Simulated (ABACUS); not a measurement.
Band structure of Ta₂O₅ (P2/m, 7 atoms in the cell; from Materials Project mp-1238961, lattice scaled a little).

```
Ta2O5
1.0
    3.84026     0.00000     0.00000
    0.00000     3.86156     0.00000
   -1.81839     0.00000     6.52700
Ta O
2 5
Direct
  0.64953   0.00000   0.79131
  0.35047   0.00000   0.20869
  0.66212   0.50000   0.79833
  0.33788   0.50000   0.20167
  0.18976   0.00000   0.87062
  0.81024   0.00000   0.12938
  0.50000   0.00000   0.50000
```

Level of theory: LDA (PW92), numerical atomic orbitals DZP (confined pseudo-atomic orbitals with Gaussian additions; energy shift 0.003 Ry), PseudoDojo 0.4 standard norm-conserving LDA (tails mended) pseudopotentials (ABACUS).

Settings: basis = DZP numerical atomic orbitals, energy shift 0.003 Ry; KPT = Gamma 7 7 4 0 0 0; basis_type = lcao; dft_functional = PWLDA; ecutwfc = 100 Ry; smearing_method = fd; smearing_sigma = 0.000734986 Ry; potentials = PseudoDojo 0.4 standard norm-conserving LDA (tails mended); symmetry = 1; symmetry_prec = 1e-05; ks_solver = scalapack_gvx; scf_nmax = 100; scf_thr = 1.0e-07; mixing_type = broyden.

Spin-orbit coupling is left out, which matters for bands and gaps with elements this heavy. The atom-centred basis is finite, which shifts total energies, pressures and forces against plane waves. The structure comes from a collection of computed structures, made at another level of theory; the collection holds predicted forms beside known ones. Its lattice was then scaled.

Q: Predict the gap along the standard path and the places of the band edges.

A: The gap along the path is 1.93 eV, from E to Y; the smallest direct gap on it is 2.65 eV.

Points are given in units of this cell's reciprocal vectors. Levels in eV from the top of the valence band on the path, bands 25 to 29:
| point | 25 | 26 | 27 | 28 | 29 |
|---|---|---|---|---|---|
| Γ (0 0 0) | -1.05 | -0.90 | -0.77 | -0.69 | 1.97 |
| Y (0 0 0.5) | -1.05 | -0.96 | -0.95 | -0.87 | 1.93 |
| H (-0.457 0 0.716) | -1.39 | -1.28 | -1.02 | -0.86 | 2.19 |
| C (-0.5 0 0.5) | -1.41 | -1.25 | -1.02 | -0.83 | 2.25 |
| E (-0.5 0.5 0.5) | -2.10 | -0.75 | -0.13 | 0.00 | 2.88 |
| M1 (-0.543 0.5 0.284) | -2.38 | -0.66 | -0.13 | -0.05 | 3.02 |
| A (-0.5 0.5 0) | -2.08 | -0.65 | -0.12 | -0.03 | 2.94 |
| X (-0.5 0 0) | -1.38 | -1.30 | -1.03 | -0.85 | 2.22 |
| D (0 0.5 0.5) | -2.36 | -1.83 | -1.39 | -0.36 | 3.88 |

Higher empty bands are left out: an atom-centred basis made for the valence describes them poorly.

The atomic orbitals were generated for these runs; they are not ABACUS's published sets and were checked against plane waves on a few crystals only.

“Tails mended”: in these copies of the files the far tail of each local potential was reset to the Coulomb form.
